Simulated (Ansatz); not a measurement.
## Sensitivity of the gradients in CsPbBr3 to the input

Cell: a structure deposited in the COD, whose atoms a relaxation with PBE at fixed cell left in place.

```cif
data_structure
_symmetry_space_group_name_H-M 'P 1'
_symmetry_Int_Tables_number 1
_cell_length_a 5.8700
_cell_length_b 5.8700
_cell_length_c 5.8700
_cell_angle_alpha 90.000
_cell_angle_beta 90.000
_cell_angle_gamma 90.000
_cell_volume 202.26
loop_
_atom_site_label
_atom_site_type_symbol
_atom_site_fract_x
_atom_site_fract_y
_atom_site_fract_z
_atom_site_occupancy
Cs1 Cs 0.00000 0.00000 0.00000 1
Pb2 Pb 0.50000 0.50000 0.50000 1
Br3 Br 0.00000 0.50000 0.50000 1
Br4 Br 0.50000 0.00000 0.50000 1
Br5 Br 0.50000 0.50000 0.00000 1
```

Sites (sets of like atoms) are named by element and the number of their first atom in this list.

Reference run. Level of theory: DFT, PBE, plane waves and PAW, scalar-relativistic, 420 eV cutoff, Γ-centred 5×5×5 k-points, Fermi–Dirac smearing 0.02 eV (Ansatz 0.2.0).

Task: The input is changed as follows: `hamiltonian.hubbard`: not typed → {sites: [{species: Br, l: p, u_eff: 40.0}]}; `scf.max_iter`: not typed → 75. What happens to V_zz (10²¹ V/m²) and η?

Result: 

```json
{"site": "Br", "atom": "3", "V_zz reference": "20.9", "η reference": "0.00", "V_zz changed": "-15.85", "η changed": "0.00"}
```

The largest change of V_zz is on Br, from 20.9 to -15.85. V_zz changes sign on Br (same axis). Sites without a gradient aren't listed. Its pressure is 9 GPa, against 1 GPa in the reference run. The changed input holds an enormous U, so its numbers aren't properties of the crystal.

On the reference run: This high-symmetry form of CsPbBr3 is unstable when cold, to tilts of the octahedra. The symmetry of the cell holds that distortion back, wholly or in part, and it would change the field gradients, the more the larger the distortion. Without spin–orbit coupling the gradients at and beside Pb can be off by some per cent, at some sites by more.
